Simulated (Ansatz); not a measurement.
Yb (hcp (Mg type), space group No. 194) under volume change, DFT-r²SCAN in the program Ansatz with PAW potentials, shape and atoms relaxed at each volume.

| V (Å³/atom) | E − E(relaxed) (meV/atom) | P (GPa) |
|---|---|---|
| 31.768 | 19.1 | 2.09 |
| 32.815 | 8.1 | 1.30 |
| 33.862 | 1.9 | 0.60 |
| 34.909 | 0.0 | 0.00 |
| 35.957 | 1.8 | -0.53 |
| 37.004 | 6.7 | -0.99 |
| 38.051 | 14.6 | -1.39 |

Q: What does a third-order Birch–Murnaghan fit give for V₀, B₀ and B′?

A: V₀ = 34.91 Å³/atom, B₀ = 18.8 GPa, B′ = 3.5.

Space group P6_3/mmc (hcp (Mg type)). The workflow started from a Materials Project entry (that database holds measured and hypothetical structures alike); the Crystallography Open Database files this formula in space group No. 194, but the cells were not matched. It is not the phase usual at ambient conditions (space group No. 225). The r²SCAN relaxation kept the symmetry of its start; whether a distortion lowers the energy is not shown. The run is not spin-polarised. The 4f shell is in the valence. No Hubbard U is applied. Scalar-relativistic: spin–orbit coupling is off unless named, which matters more the heavier the elements.

Potentials: the later of the program's two PAW sets.
